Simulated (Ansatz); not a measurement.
SrTe:
```yaml
crystal:
  lattice:
    - [0.00000, 3.35291, 3.35291]
    - [3.35291, 0.00000, 3.35291]
    - [3.35291, 3.35291, 0.00000]
  atoms:
    - { symbol: Sr, position: [0.00000, 0.00000, 0.00000] }
    - { symbol: Te, position: [0.50000, 0.50000, 0.50000] }
```

r²SCAN in the plane-wave PAW code Ansatz gives a gap of 2.17 eV without spin–orbit coupling, maximum at Γ, minimum at X.

Task: What happens when spin–orbit coupling is switched on?

Result: The gap decreases by 0.27 eV, to 1.90 eV; maximum at Γ, minimum at X.

Task: How large is the spin–orbit splitting of the valence top at Γ?

Result: The fourfold level lies 0.85 eV above the split-off pair.

Task: Give the electron effective mass with spin–orbit coupling.

Result: 0.26, 0.26, 1.3 mₑ (principal values).

Task: Give the hole effective mass with spin–orbit coupling, band 1 of 2 at the edge.

Result: 0.88 along [100], 0.66 along [110], 0.61 along [111] (mₑ).

Task: Give the hole effective mass with spin–orbit coupling, band 2 of 2 at the edge.

Result: 0.21 along [100], 0.23 along [110], 0.24 along [111] (mₑ).

Space group Fm-3m (rock salt). The r²SCAN relaxation kept the symmetry of its start.

Potentials: the later of the program's two PAW sets.
